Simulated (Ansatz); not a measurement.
Input:

Nb2PC:
```xyz
8
Lattice="3.3070 0.0000 0.0000 -1.6535 2.8640 0.0000 0.0000 0.0000 11.5356" Properties=species:S:1:pos:R:3 pbc="T T T"
Nb     0.0000     1.9093     4.6181
Nb     1.6535     0.9547     6.9175
Nb     1.6535     0.9547    10.3859
Nb     0.0000     1.9093     1.1497
P      1.6535     0.9547     2.8839
P      0.0000     1.9093     8.6517
C      0.0000     0.0000     5.7678
C      0.0000     0.0000     0.0000
```

This is the r²SCAN-relaxed structure. Tensor components refer to the Cartesian frame of this cell.

Question: All from plane-wave PAW r²SCAN (Ansatz code), unless another level is named. Give the Young's modulus.

Answer: 366 GPa.

Question: What about the elastic constants (relaxed ions, GPa)?

Answer: C11 = 382, C12 = 120, C13 = 171, C33 = 414, C44 = 195.

Question: Predict the highest zone-centre frequency.

Answer: 598 cm⁻¹.

Space group P6_3/mmc. The first step of the workflow began from a Materials Project structure, measured or hypothetical; the Crystallography Open Database copy checked does not list it. Whether it is the stable phase at ambient conditions was not checked. Symmetry was held in the r²SCAN relaxation; whether a distortion lowers the energy is not shown. The run is not spin-polarised. As this level gives no gap, shear constants depend on the k-mesh and smearing (Fermi–Dirac, 0.1 eV here). As this level gives no gap, phonon frequencies hold no LO–TO term and depend on the k-mesh and smearing (Fermi–Dirac, 0.1 eV here). On the denser mesh and wider smearing of the elastic run this cell carries a stress of 0.3 GPa.

Potentials: the later of the program's two PAW sets.
